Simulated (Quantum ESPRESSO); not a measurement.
## TaZrNbO6F2 (convergence and cost over cutoff and k mesh)

Computed values, not a measurement. The program is pw.x of Quantum ESPRESSO 7.5 (plane-wave density functional theory). The cell is made up: 11 atoms on a fluorite lattice with one site empty, with randomly drawn elements, strain and displacements, not relaxed. PseudoDojo standard norm-conserving files (v0.5 for PBE, v0.4.1 for LDA and PBEsol) set the functional; there is no spin polarisation, spin-orbit coupling or dispersion term, and the masses in the input are unused placeholders.

Input of the run in row 4:

```
&control calculation='scf', pseudo_dir='./dojo.nc.sr.pbe.v0_5.standard.upf', outdir='./o', disk_io='low', tprnfor=.true., tstress=.true. /
&system ibrav=0, nat=11, ntyp=5, nbnd=50, ecutwfc=84.00895049, nosym=.true., tot_charge=0,
 occupations='smearing', smearing='fd', degauss=0.0018374661
/
&electrons conv_thr=7.350e-09, electron_maxstep=60, /
ATOMIC_SPECIES
F 1.0 F.upf
Nb 1.0 Nb.upf
O 1.0 O.upf
Ta 1.0 Ta.upf
Zr 1.0 Zr.upf
CELL_PARAMETERS angstrom
5.1838 0.0 0.0
0.0 5.1838 0.0
0.0 0.0 5.1838
ATOMIC_POSITIONS angstrom
Ta 0.2069 2.6175 2.5507
Zr 2.5459 0.0734 2.7686
Nb 2.6715 2.6902 0.0036
O 1.3166 1.5096 1.4664
O 1.1802 1.172 3.872
O 1.2475 3.7509 1.3578
O 1.2505 3.7469 3.9749
F 3.7927 1.2645 1.2492
F 3.8913 1.1482 3.9142
O 3.8784 3.8413 1.3491
O 3.7826 3.8709 3.8227
K_POINTS automatic
4 4 4 1 1 1
```

The same cell was run at these settings. Meshes are shifted by half a step, and differences are from the last row, which is itself not exact.

```
cutoff (eV)     k mesh  k points solved  threshold (eV)  free energy less the last row's (eV)  pressure (GPa)  largest stress difference (GPa)  largest force difference (eV/Å)  iterations  wall time (s)  k-point pools                  processor
        800  2 x 2 x 2                4           1e-04                                 1.346          -28.92                            12.96                            0.163          14             20              4  Intel Xeon, 2023 or later
       1143  2 x 2 x 2                4           1e-07                                -0.180          -16.41                             0.48                            0.141          18             36              4  Intel Xeon, 2023 or later
        825  4 x 4 x 4               32           1e-07                                 1.077          -25.59                             9.55                            0.026          18             92              4  Intel Xeon, 2023 or later
       1143  4 x 4 x 4               32           1e-07                                 0.002          -16.09                             0.04                            0.004          19            160              4  Intel Xeon, 2023 or later
       1467  6 x 6 x 6              108           1e-07                                 0.000          -16.05                             0.00                            0.000          18            815              4  Intel Xeon, 2023 or later
```

Each pool is one process. Wall times include start-up and a band step at six k points, which weighs most on the coarsest meshes. The runs were on shared virtual cores whose load varied, so times are rough.